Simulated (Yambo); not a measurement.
Yambo input for NaF (rock salt, space group Fm-3m, No. 225) under isotropic strain of +1 % on all lattice vectors (a = b = c = 3.3047 Å, α = β = γ = 60.00°), on norm-conserving PBEsol (Quantum ESPRESSO, 88 Ry, without SOC) wavefunctions on a 16×16×16 mesh:

```
optics
chi
dipoles
kernel
FFTGvecs= 40 Ry
Chimod= "HARTREE"
NGsBlkXd= 4 Ry
% QpntsRXd
 1 | 1 |
%
% BndsRnXd
 2 | 21 |
%
GrFnTpXd= "R"
% EnRngeXd
 0.0 | 20.0 | eV
%
% DmRngeXd
 0.2 | 0.2 | eV
%
CGrdSpXd= 50
ETStpsXd= 161
% LongDrXd
 1.0 | 0.0 | 0.0 |
%
% XfnQP_E
 4.525 | 1.0 | 1.0 |
%
```

First lines of the file o-*.eps_q1_inv_rpa_dyson:

```
Absorption @ Q(1):   1.00000000     0.00000000     0.00000000    [q->0 direction]
#
# [ X ] Hartree size     :  27
# [GEN] GF Energies     : Perdew, Burke & Ernzerhof SOL(X)+Perdew, Burke & Ernzerhof SOL(C)+ user defined corrections @E
# [GEN] Green`s Function     : Retarded
#
# [GEN] Gauge     : Length
# [GEN] [r,Vnl] included     : yes
#
#    E[1] [eV]     Im(eps)     Re(eps)     Im(eps_o)     Re(eps_o)
#
     0.000000     -0.171279E-7     1.607712     0.38602E-18     1.645512
     0.125000     0.935209E-4     1.607741     0.100663E-3     1.645543
     0.250000     0.187138E-3     1.607829     0.201410E-3     1.645637
     0.375000     0.280913E-3     1.607975     0.302325E-3     1.645795
     0.500000     0.374927E-3     1.608180     0.403493E-3     1.646015
     0.625000     0.469258E-3     1.608443     0.505000E-3     1.646299
     0.750000     0.563989E-3     1.608766     0.606932E-3     1.646646
     0.875000     0.659202E-3     1.609148     0.709376E-3     1.647057
     1.000000     0.754979E-3     1.609589     0.812420E-3     1.647532
     1.125000     0.851406E-3     1.610091     0.916156E-3     1.648072
     1.250000     0.948570E-3     1.610653     0.001021     1.648677
     1.375000     0.001047     1.611276     0.001126     1.649347
     1.500000     0.001145     1.611961     0.001232     1.650083
     1.625000     0.001245     1.612707     0.001340     1.650887
     1.750000     0.001346     1.613516     0.001449     1.651757
     1.875000     0.001449     1.614389     0.001558     1.652696
     2.000000     0.001552     1.615326     0.001670     1.653704
     2.125000     0.001657     1.616328     0.001782     1.654782
     2.250000     0.001764     1.617396     0.001897     1.655931
     2.375000     0.001872     1.618531     0.002013     1.657152
     2.500000     0.001982     1.619734     0.002131     1.658445
     2.625000     0.002093     1.621006     0.002251     1.659814
     2.750000     0.002207     1.622349     0.002373     1.661257
     2.875000     0.002323     1.623763     0.002498     1.662778
     3.000000     0.002441     1.625251     0.002625     1.664377
     3.125000     0.002562     1.626813     0.002754     1.666057
     3.250000     0.002685     1.628451     0.002886     1.667818
     3.375000     0.002811     1.630167     0.003021     1.669662
     3.500000     0.002940     1.631962     0.003160     1.671592
     3.625000     0.003072     1.633839     0.003301     1.673609
     3.750000     0.003208     1.635800     0.003447     1.675715
     3.875000     0.003347     1.637846     0.003596     1.677914
     4.000000     0.003490     1.639980     0.003748     1.680206
```
(The file goes on to the top of the energy range.) Convergence of the RPA response with its 16×16×16 mesh was not tested. The scissor comes from a G0W0 run whose convergence isn't established.

Geometry strained from the cell relaxed with PBEsol, atoms relaxed again.
